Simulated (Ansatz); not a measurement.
InO (P-6m2) under several functionals

Plane-wave DFT in Ansatz with scalar-relativistic PAW potentials. The same structure was relaxed (cell and atoms, symmetry kept) in separate runs at each level. Whether it is the stable form of this composition wasn't checked. No spin polarisation.

How do the levels PBE, PBE+D3(BJ), PBEsol compare?

| level | cutoff (eV) | k mesh | V (Å³/atom) | a (Å) | c (Å) | gap (eV) |
| --- | --- | --- | --- | --- | --- | --- |
| PBEsol | 420 | 12×12×4 | 39.510 | 3.394 | 15.839 | 0.44 |
| PBE+D3(BJ) | 420 | 12×12×4 | 40.373 | 3.430 | 15.852 | 0.44 |
| PBE | 420 | 12×12×4 | 40.878 | 3.450 | 15.867 | 0.36 |

The usual order of volumes, PBEsol < PBE, holds here (39.510, 40.878 Å³/atom). As a rule PBEsol, built on the gradient expansion of slowly varying densities, lies between LDA and PBE; PBE's stronger gradient term for exchange weakens bonds. Adding D3 to PBE changes the volume by -1.2 %; the term is attractive, so it pulls cells in, most where layers or molecules are weakly bound. Each gap belongs to its own cell, so it mixes the functional's effect with that of the volume; gaps are the least found on the k mesh or on a band path.